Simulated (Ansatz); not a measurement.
The relaxed structure here is a generated cell of ZnSe: the first start was made by placing the elements on the sites of a structure type, and the end was not matched to a known phase here, so it may be hypothetical. Known forms of ZnSe include space group No. 216.

The end point of a relaxation of ZnSe. Space group Pnma (No. 62). Level of theory: PBE (plane waves to 420 eV, PAW, scalar-relativistic; Ansatz, a program for electronic structure).

```cif
data_Se4Zn4
_chemical_formula_sum 'Zn4 Se4'
_space_group_name_H-M_alt 'Pnma'
_space_group_IT_number 62
_space_group_name_Hall '-P 2ac 2n'
_cell_length_a 7.55269
_cell_length_b 4.14408
_cell_length_c 6.94941
_cell_angle_alpha 90.000
_cell_angle_beta 90.000
_cell_angle_gamma 90.000
loop_
_atom_site_label
_atom_site_type_symbol
_atom_site_symmetry_multiplicity
_atom_site_Wyckoff_symbol
_atom_site_fract_x
_atom_site_fract_y
_atom_site_fract_z
_atom_site_occupancy
Zn1 Zn 4 c 0.15548 0.75000 0.09550 1
Se1 Se 4 c 0.18186 0.25000 0.89843 1
```

| Property | Result |
|---|---|
| Volume per atom | 27.19 Å³ |
| Band gap | 1.31 eV, direct at Γ (no spin-orbit coupling) |
| Shortest distances | Se–Zn 2.44 Å; Zn–Zn 3.40 Å |
| k-mesh | 5×8×5 |

Band energies at high-symmetry points (eV from the VBM; labels of this space group; no spin-orbit coupling), from −5 eV up to 6.3 eV:

```tsv
point	energies
Γ	-4.59 -4.32 -2.84 -2.66 -2.60 -2.06 -0.95 -0.91 -0.34 -0.23 -0.22 0.00 1.31 2.71 2.93 4.11 4.87 5.04 5.89 6.05 6.06
X	-4.63 -4.63 -2.43 -2.43 -1.71 -1.71 -1.52 -1.52 -0.59 -0.59 -0.25 -0.25 2.50 2.50 3.23 3.23 4.35 4.35 5.88 5.88 6.00 6.00
S	-4.27 -4.27 -4.27 -4.27 -2.29 -2.29 -2.29 -2.29 -1.13 -1.13 -1.13 -1.13 4.30 4.30 4.30 4.30 4.65 4.65 4.65 4.65
Y	-4.60 -4.60 -3.81 -3.81 -2.83 -2.83 -1.79 -1.79 -1.64 -1.64 -0.81 -0.81 3.53 3.53 4.11 4.11 5.88 5.88 6.01 6.01
Z	-4.44 -4.44 -2.54 -2.54 -1.74 -1.74 -1.55 -1.55 -0.82 -0.82 -0.50 -0.50 3.04 3.04 3.70 3.70 4.47 4.47 6.14 6.14
U	-3.79 -3.79 -3.40 -3.40 -1.55 -1.55 -1.52 -1.52 -0.54 -0.54 -0.48 -0.48 2.72 2.72 3.39 3.39 4.82 4.82 5.55 5.55
R	-4.54 -4.54 -4.54 -4.54 -1.65 -1.65 -1.65 -1.65 -1.30 -1.30 -1.30 -1.30 3.26 3.26 3.26 3.26 5.45 5.45 5.45 5.45
T	-4.86 -4.86 -3.90 -3.90 -2.58 -2.58 -2.14 -2.14 -0.94 -0.94 -0.47 -0.47 3.14 3.14 3.25 3.25 5.47 5.47
```

No spin polarisation in the result.

The run could not lose the symmetry of its start: the end is stationary, and may be a saddle point rather than a minimum.
